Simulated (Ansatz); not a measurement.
Sheets of one type (M2XT2 MXene (mixed sites)-type), r²SCAN+D4 in the plane-wave PAW code Ansatz; HSE06 gaps on those cells.

| layer | a (Å) | thickness (Å) |
|---|---|---|
| Hf2NO2 | 3.177 | 4.78 |
| Y2NO2 | 3.525 | 4.61 |
| Sc2NO2 | ? | ? |
| Ta2NO2 | 3.009 | 4.94 |

Fill in the missing entries.


- Sc2NO2, a (Å): 3.237
- Sc2NO2, thickness (Å): 4.38

Spin orders computed, not proven ground states: Hf2NO2, M2XT2 MXene (mixed sites)-type layer ferromagnetic; Y2NO2, M2XT2 MXene (mixed sites)-type layer ferromagnetic; Sc2NO2, M2XT2 MXene (mixed sites)-type layer ferromagnetic; Ta2NO2, M2XT2 MXene (mixed sites)-type layer ferromagnetic. All cells were relaxed under the symmetry of their starts (and spin orders); stability against distortions was not tested throughout. Spin–orbit coupling is left out wherever it is not named. Constructed layers (a layer type filled with these elements): Hf2NO2, M2XT2 MXene (mixed sites)-type layer; Y2NO2, M2XT2 MXene (mixed sites)-type layer; Sc2NO2, M2XT2 MXene (mixed sites)-type layer; Ta2NO2, M2XT2 MXene (mixed sites)-type layer.

Potentials: the later of the program's two PAW sets.
